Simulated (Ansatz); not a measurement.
ZrSn2: computed property card

ZrSn2:
```yaml
crystal:
  lattice:
    - [0.00000, 4.82952, 4.97561]
    - [2.84639, 0.00000, 4.97561]
    - [2.84639, 4.82952, 0.00000]
  atoms:
    - { symbol: Zr, position: [0.50000, 0.50000, 0.50000] }
    - { symbol: Zr, position: [0.75000, 0.75000, 0.75000] }
    - { symbol: Sn, position: [0.08092, 0.41908, 0.08092] }
    - { symbol: Sn, position: [0.41908, 0.08092, 0.41908] }
    - { symbol: Sn, position: [0.16908, 0.83092, 0.16908] }
    - { symbol: Sn, position: [0.83092, 0.16908, 0.83092] }
```

Space group Fddd (No. 70); conventional cell a = 5.693 Å, b = 9.659 Å, c = 9.951 Å, α = β = γ = 90.00°.

Method: r²SCAN (plane waves, PAW; program Ansatz). Geometry: relaxed at this level of theory. Other levels are named where they apply.

### Cell and energy

```
Quantity                                                       Value
-----------------------------------------------------  -------------
Volume per atom                                             22.80 Å³
Density                                                   7.98 g/cm³
Formation energy from the elements (no fitted shifts)  -0.44 eV/atom
```

### Electronic structure

```
Item                                                                         Value
------------------------------------  --------------------------------------------
Electronic character                                             metallic (no gap)
Density of states at the Fermi level  0.33 states/eV per atom (mean over ±0.08 eV)
```

The first step of the workflow began from a Materials Project structure, measured or hypothetical; the Crystallography Open Database copy checked does not list it. With Zr and Sn taken as one species the cell has the higher symmetry Fddd, so it may be an ordered model of a mixed-site phase. Whether it is the stable phase at ambient conditions was not checked. Symmetry was held in the r²SCAN relaxation; its stability against distortions is not shown here. The run is not spin-polarised. Axis ratios of metals converge slowly with the k-mesh, so a and c are less sure than the volume. The references are the lowest solids computed at this level, not always the standard phases. Spin–orbit coupling is left out wherever it is not named.

Potentials: the later of the program's two PAW sets.
